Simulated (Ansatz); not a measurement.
Stationary points along a deformation path in Cu

These are results of Ansatz, DFT PBEsol, scalar-relativistic, plane waves, PAW, not measurements. Settings: plane waves to 420 eV, k-mesh 24×24×24 (Γ-centred), Gaussian smearing 0.15 eV. No spin polarisation. Energies are free energies at this smearing, counted from the undisturbed cell; pressure is positive in compression.

The undisturbed cell (as given, not relaxed at this level; it stands at -6.5 GPa):

```
Cu
1.0
     0.00000    1.80750    1.80750
     1.80750    0.00000    1.80750
     1.80750    1.80750    0.00000
Cu
1
Cartesian
  0.0000 0.0000 0.0000
```

At fixed volume and fractional coordinates, lengths along (0.000, 0.000, 1.000) are scaled against those across it; ρ is that ratio over its starting value. V = 11.810 Å³/atom. Δσ is the stress along the axis less the mean stress across it (compression positive).

```csv
ρ,ΔE (meV/atom),Δσ (GPa),space group
0.650,37.9,0.30,I4/mmm
0.707,38.2,0.00,Im-3m
0.780,33.8,2.16,I4/mmm
0.850,21.5,3.43,I4/mmm
0.920,8.0,3.28,I4/mmm
0.960,2.2,2.09,I4/mmm
1.000,0.0,0.00,Fm-3m
1.050,3.8,-3.33,I4/mmm
1.100,16.2,-7.51,I4/mmm
1.200,68.0,-17.70,I4/mmm
1.300,160.8,-29.92,I4/mmm
1.414,315.5,-45.38,I4/mmm
1.500,464.4,-57.37,I4/mmm
```

Task: How does the stress give the slope of the energy, and where is the energy stationary?

Result: Along the path d ln(length) is 2/3 d ln ρ on the axis and −1/3 d ln ρ across it, so dE/d ln ρ = −(2/3) V Δσ: the energy falls with ρ where Δσ is positive. Δσ vanishes or changes sign at ρ = 0.707 (Im-3m), a stationary point at 38.2 meV/atom; at ρ = 1.000 (Fm-3m), a minimum at 0.0 meV/atom. Pairs of stationary points between two samples would go unseen, and could change a minimum read from distant neighbours into a maximum. At ρ = 0.707, 1.000 the cell is cubic, where symmetry alone makes the stress isotropic and the slope zero.

Task: Which shear constant sets the curvature at ρ = 1?

Result: For a cubic crystal E/V = (2/3) C (ln ρ)² with C = C′ = (C11 − C12)/2, so Δσ = −2C ln ρ. The parabola of Δσ against ln ρ through ρ = 0.960, 1 and 1.050 gives C ≈ 30 GPa with the ions clamped, rough because the steps are large. It is the stress–strain coefficient at this cell's pressure of -6.5 GPa, not the zero-pressure constant.

Task: Integrate that slope from ρ = 1 to 1.200 by the trapezoid rule.

Result: With V/N in Å³ and 1 eV/Å³ = 160.2 GPa the slopes at ρ = 1.000, 1.050, 1.100, 1.200 are 0, 164, 369, 870 meV/atom per unit of ln ρ. The steps add 4.0 + 12.4 + 53.9 = 70.3 meV/atom, against 68.0 from the energies; the trapezoid rule misses the curvature of the slope within each step.

In a metal these slopes depend on the k mesh and the smearing.